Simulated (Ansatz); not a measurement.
Si3Ge:
```
Si3Ge
1.0
    3.88128     0.00000     0.00000
    0.00000     3.88128     0.00000
    0.00000     0.00000     5.47841
Si Ge
3 1
Direct
  0.50000   0.00000   0.75517
  0.00000   0.00000   0.00000
  0.00000   0.50000   0.24483
  0.50000   0.50000   0.50000
```

Plane-wave PAW PBEsol (Ansatz code) gives a gap of 0.25 eV without spin–orbit coupling, maximum at Γ, minimum at M.

Task: What happens when spin–orbit coupling is switched on?

Result: The gap falls by 0.04 eV, to 0.21 eV; maximum at Γ, minimum at M.

Task: Give the electron effective mass with spin–orbit coupling.

Result: 0.18, 0.40, 0.40 mₑ (principal values).

Task: Give the hole effective mass with spin–orbit coupling.

Result: 0.16, 0.16, 0.24 mₑ (principal values).

Space group P-4m2. The start of the workflow was typed in or built on a structure type; neither database checked (COD, Materials Project) lists it. Its standing as an ambient phase is unchecked. Symmetry was held in the PBEsol relaxation; its stability against distortions is not shown here.

Potentials: the later of the program's two PAW sets.
